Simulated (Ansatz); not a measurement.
## Stress against strain in LaTe

```xyz
2
Lattice="0.0000 3.2110 3.2110 3.2110 0.0000 3.2110 3.2110 3.2110 0.0000" Properties=species:S:1:pos:R:3 pbc="T T T"
La    0.0000    0.0000    0.0000
Te    3.2110    3.2110    3.2110
```

Atom numbers follow the list: La1, Te2.

The conventional cell has a = 6.422 Å, b = 6.422 Å, c = 6.422 Å, α = 90.00°, β = 90.00°, γ = 90.00°. La (atom 1) is surrounded by 6 Te at 3.21 Å. Te (atom 2) has 6 La at 3.21 Å as nearest neighbours.

The cell is COD entry 1537884, as deposited and not checked against the literature; nothing was relaxed.

Spin–orbit coupling is left out, though it moves levels of the heavy atoms by tenths of an eV or more.

The calculation used DFT, LDA, all-electron LAPW, scalar-relativistic (Ansatz 0.2.0).

The runs use a Γ-centred 10×10×10 k mesh, Fermi–Dirac smearing of 0.08 eV, basis error target 1 meV/atom, no spin polarisation.

The strain is applied along the Cartesian axes of the cell as listed (the other components stay zero). Fractional coordinates are held (clamped ions).

σ is the change of stress from the unstrained cell, which is at -2.14 GPa; tension is positive, so slopes are stress–strain coefficients at that pressure. In a metal the k mesh adds noise.

Only quantities that a quadratic follows smoothly over the whole series are listed; rougher ones are left out.

```csv
εzz,σzz (GPa),σxx (GPa)
-0.0200,-3.31,-0.22
0.0000,0.00,0.00
0.0100,1.35,0.11
0.0200,2.52,0.22
```

(1) Fit the series and read off the stiffness at zero strain.

(2) One run, at εzz = -0.0100, is withheld. Predict its row.

Results:

(1) Least-squares fits y = p0 + p1 x + p2 x² to the rows give σzz (GPa): p1 = 146, p2 = -980; σxx (GPa): p1 = 11, p2 = -3.4e-14. So C11 = 146 GPa and C12 = 11 GPa, which gives B = (C11 + 2 C12)/3 = 56 GPa.

(2) The fits give -1.56, -0.11; the run gave -1.54, -0.11.
